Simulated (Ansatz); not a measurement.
This Ansatz input for AuCu3-type EuMn3 was spoiled on purpose:

```yaml
crystal:
  lattice:
    - [4.126342789, 0.0, 0.0]
    - [0.0, 4.126342789, 0.0]
    - [0.0, 0.0, 4.126342789]
  atoms:
    - { symbol: Eu, position: [0.0, 0.0, 0.0], spin: 7.0 }
    - { symbol: Mn, position: [0.0, 0.5, 0.5], spin: -3.5 }
    - { symbol: Mn, position: [0.5, 0.5, 0.0], spin: -3.5 }
    - { symbol: Mn, position: [0.5, 0.0, 0.5], spin: -3.5 }
basis:
  ecutwfc: 420
  ecutrho_ratio: 4
kpoints:
  mp_grid: { grid: [8, 8, 8] }
hamiltonian:
  xc: pbe
scf:
  occupations: { method: gaussian, width: 0.05 }
  max_iter: 100
output:
  forces: true
  stress: true
magnetization:
  spin_polarized: true
  initial_magnetization: 7
```

Launched as:
```sh
ansatz run input.yaml --threads 2 --pin off --max-ram 2662MiB --backend cpu --events-out ev --progress --plain --runs-dir out
```

Q: What is wrong with it?

A: An impossible spin. Against the sound input: magnetization: {"spin_polarized": true} → {"spin_polarized": true, "initial_magnetization": 7} (the cap on iterations is only a precaution).

What the program printed:

```
Error: inconsistent input (crystal.atoms[].spin, magnetization.initial_magnetization): Σ_i spin_i = -3.500000 μB but magnetization.initial_magnetization = 7.000000 μB (|Δ| = 1.05e1 > 1e-4); adjust per-atom `spin:`, `per_species`, or `initial_magnetization` to agree
```

The input was refused before any iteration. It ran for 0.03 s on 2 threads of Arm Neoverse V1, with other jobs on the host, peak memory 0.033 GiB. The run before the change (PBE, 420 eV, 8×8×8 mesh) gave:

```tsv
run	P (GPa)	gap on the mesh (eV)	cell moment (μB)	largest force component (eV/Å)
sound	0.0	metal	-3.61	0.000
```

The cell came from substitution into a structure type; no database entry of this phase was matched, which doesn't show that none exists.

Of that run: Without a U the 4f levels of Eu lie too near the Fermi level, so their share of the states there, and what hangs on it, is overstated. The run wasn't fully tested for a lower electronic state.
